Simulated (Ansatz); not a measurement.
Sheets of one type (M2XT2 MXene (hcp sites)-type), r²SCAN+D4 in the plane-wave PAW code Ansatz; HSE06 gaps on those cells.

```json
[
 {"layer": "Mo2CCl2", "a (Å)": "3.110", "thickness (Å)": "6.02"},
 {"layer": "W2CCl2", "a (Å)": "[?]", "thickness (Å)": "[?]"},
 {"layer": "W2Cl2N", "a (Å)": "3.109", "thickness (Å)": "6.03"},
 {"layer": "W2CO2", "a (Å)": "2.858", "thickness (Å)": "5.22"},
 {"layer": "W2CF2", "a (Å)": "2.939", "thickness (Å)": "5.50"}
]
```

**Question.** What belongs in the gaps?

**Answer.** 
- W2CCl2, a (Å): 3.090
- W2CCl2, thickness (Å): 6.10

Began spin-polarised and lost the moments: W2Cl2N, M2XT2 MXene (hcp sites)-type layer. All cells were relaxed under the symmetry of their starts (and spin orders); stability against distortions was not tested throughout. Rows with no word on spin ran without spin polarisation. No Hubbard U is applied. Scalar-relativistic: spin–orbit coupling is off unless named, which matters more the heavier the elements. Constructed layers (a layer type filled with these elements): Mo2CCl2, M2XT2 MXene (hcp sites)-type layer; W2CCl2, M2XT2 MXene (hcp sites)-type layer; W2Cl2N, M2XT2 MXene (hcp sites)-type layer; W2CO2, M2XT2 MXene (hcp sites)-type layer; W2CF2, M2XT2 MXene (hcp sites)-type layer.

Potentials: the later of the program's two PAW sets.
